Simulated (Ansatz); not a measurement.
## Does relaxation matter for the field gradients of PbSe with Li replacing Pb?

Start: a supercell of PbSe (rock salt type, Fm-3m) built from an entry of the Crystallography Open Database (COD), with all atoms left at the host's positions.

Space group Fm-3m (No. 225); a = 18.3639 Å.

```
site  Wyckoff  site symmetry       x       y       z
  Li       4a           m-3m  0.0000  0.0000  0.0000
 Pb2      48h           m.m2  0.1667  0.1667  0.0000
 Pb5      32f            .3m  0.3333  0.1667  0.1667
Pb15      24e           4m.m  0.5000  0.5000  0.3333
Se28      32f            .3m  0.1667  0.1667  0.1667
Se30      24e           4m.m  0.5000  0.5000  0.1667
Se32      48i           m.m2  0.5000  0.3333  0.3333
Se41       4b           m-3m  0.5000  0.5000  0.5000
```

One atom of each set is listed; the run and its k-mesh use a cell of 54 atoms with edges of 12.99, 12.99, 12.99 Å.

Level of theory: DFT, PBE, plane waves and PAW, scalar-relativistic, 420 eV cutoff, Γ-centred 2×2×2 k-points, Fermi–Dirac smearing 0.01 eV, cell charge -1 (Ansatz 0.2.0).

The largest force at the start is 0.21 eV/Å. Relaxing the ions at fixed cell moves them by 0.104 Å at most (atom 36, Se) and 0.045 Å rms.

| site | moved (Å) | first shell before | first shell after | V_zz before (10²¹ V/m²) | η before |
| --- | --- | --- | --- | --- | --- |
| Li | 0.000 | 6 Se at 3.06 Å | 6 Se at 2.96 Å | 0.00 | – |
| Pb2 | 0.050 | 6 Se at 3.06 Å | 6 Se at 3.03–3.09 Å | 2.20 | 0.56 |
| Pb5 | 0.013 | 6 Se at 3.06 Å | 6 Se at 3.05–3.06 Å | 0.009 | 0.00 |
| Pb15 | 0.041 | 6 Se at 3.06 Å | 6 Se at 3.07–3.12 Å | -2.46 | 0.00 |
| Se28 | 0.007 | 6 Pb at 3.06 Å | 6 Pb at 3.06–3.07 Å | -0.13 | 0.00 |
| Se30 | 0.104 | 5 Pb at 3.06 Å, 1 Li at 3.06 Å | 1 Li at 2.96 Å, 5 Pb at 3.03–3.12 Å | -6.50 | 0.00 |
| Se32 | 0.011 | 6 Pb at 3.06 Å | 6 Pb at 3.05–3.09 Å | 0.85 | 0.14 |

(1) How do the gradients change?

Answers

(1) 

```tsv
site	V_zz after	η after	change of V_zz
Li	0.00	–	0.00
Pb2	1.43	0.13	-0.77
Pb5	0.081	0.00	+0.07
Pb15	2.06	0.00	+4.52
Se28	0.59	0.00	+0.72
Se30	-7.49	0.00	-0.99
Se32	-1.55	0.25	–
```

The largest change of V_zz along a kept axis is on Pb15, from -2.46 to 2.06. In per cent, |V_zz| changes by -35 on Pb, +15 on Se (all sites that start above 0.5, bar those whose gradient vanishes or changes sign or whose main axis turns by over 40°). On Pb2 V_xx and V_yy change places (or their axes turn by over 50°), so the two values of η hide a larger change. V_zz changes sign on Pb15 (same axis), Se28 (same axis). On Se32 the largest principal value lies along another axis in the second run, so the two V_zz can't be compared directly. Other sites without a gradient aren't listed.

The defect repeats with the cell of 54 atoms, so it feels its images: sites between two images don't show the values beside a lone defect, and zeros or small values of η there can come from the images' arrangement. A uniform background compensates the cell's charge. Spin–orbit coupling is left out, which shifts gradients on Pb by a few per cent in wide-gap crystals, and can shift them far more where the calculated gap is small or absent, as here. With a gap of 0.4 eV on this mesh, small gradients can still move by 0.1 × 10²¹ V/m² or more as the k-mesh gets denser.
Before: The neighbours have not yet relaxed around the defect (largest force 0.21 eV/Å), so a real crystal will differ.
After: The relaxation keeps the site symmetry m-3m of the start, so the impurity can't leave its site; a start off the site could end lower.
